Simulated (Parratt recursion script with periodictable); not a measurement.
## A film on top of a Si/Mo multilayer on Si at 13.5 nm

| layer, from the top | thickness (Å) | density (g/cm³) | rms roughness of its top face (Å) | δ at 13.5 nm | β at 13.5 nm |
|---|---|---|---|---|---|
| Si (in each period) | 39.2 | 2.313 | 4 | 9.927 × 10⁻⁴ | 0.001813 |
| Mo (in each period) | 32.1 | 10.026 | 4 | 0.07476 | 0.006314 |
| Si (substrate) | – | 2.313 | 4 | 9.927 × 10⁻⁴ | 0.001813 |

The refractive index is n = 1 − δ + iβ; the runs take δ and β at each wavelength of the scan. Vacuum lies above.

Densities are inputs, not measurements. They were set from computed cells of the Materials Project: Si from entry mp-149 (Fd-3m, 2.313 g/cm³); Mo from entry mp-129 (Im-3m, 10.026 g/cm³); SiO2 from entry mp-7000 (P3₁21, 2.634 g/cm³). A layer's crystal structure does not enter its constants, only its composition and density.

Model: EUV and soft X-ray reflectivity, Parratt recursion, Névot-Croce roughness, Henke tables. Program: Parratt recursion script with periodictable 1.7.1.

Light falls at α = 15° from the surface normal. It is s-polarised. The wavelength is scanned from 12.42 to 14.58 nm in 161 evenly spaced points, without smoothing. R at 13.5 nm is the value at the middle scan point.

The pair is repeated 80 times. A second run adds one film on top, with 4 Å rms roughness on its surface.

| film | thickness d (Å) | density (g/cm³) | δ at 13.5 nm | β at 13.5 nm | R at 13.5 nm (%) |
|---|---|---|---|---|---|
| none | – | – | – | – | 69.2 |
| SiO2 | 400 | 2.634 | 0.02630 | 0.01290 | ? |

Task: Estimate R at 13.5 nm under 400 Å of SiO2.

Result: Light crosses the film twice, so the mirror's amplitude R₀^½ falls to a = R₀^½ exp[−4πβ(1 − δ)d/(λc)], with λ = 135 Å and c = [(1 − δ)² − sin²α]^½ (sin²α = 0.0670). The film surface reflects an amplitude of about f = |(1 − n)/(1 + n)|, the value for a smooth face at normal incidence, whose phase against a this estimate leaves open. Reflection at the film's lower face is left out.

For SiO2: c = 0.9387, exponent 4πβ(1 − δ)d/(λc) = 0.498, a = 0.506, a² = 25.6 %; f = 0.015. With f in or out of phase, (a ± f)² spans 24.1 to 27.1 %.

The run gave 27.3 %, 1.07 times a² and outside that span.
